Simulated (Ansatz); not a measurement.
Q: Name crystals whose computed values (DFT-LDA in the program Ansatz with PAW potentials) fall in these windows: highest Γ mode, no LO–TO term (cm⁻¹) 230 to 280; B₀ by P(V) fit (GPa) 100 to 130.

A: 

```
crystal                                        highest Γ mode, no LO–TO term (cm⁻¹)  B₀ by P(V) fit (GPa)
---------------------------------------------  ------------------------------------  --------------------
ZrGeSe, P4/nmm (Zr on 2c, Ge on 2a, Se on 2c)                                   256                   123
CuSn, NiAs type                                                                 244                   101
ScGe, Cmcm (Sc on 4c, Ge on 4c)                                                 275                   105
Al2Au, fluorite or antifluorite type                                            268                   121
Ga2Cu, P4/mmm (Ga on 2h, Cu on 1a)                                              250                   103
```
Others may fit too.

Standing as an ambient phase not checked: ZrGeSe, P4/nmm (Zr on 2c, Ge on 2a, Se on 2c); CuSn, NiAs type; ScGe, Cmcm (Sc on 4c, Ge on 4c); Ga2Cu, P4/mmm (Ga on 2h, Cu on 1a). All cells were relaxed under the symmetry of their starts (and spin orders); stability against distortions was not tested throughout. Rows with no word on spin ran without spin polarisation. Scalar-relativistic: spin–orbit coupling is off unless named, which matters more the heavier the elements.

Potentials: the later of the program's two PAW sets.
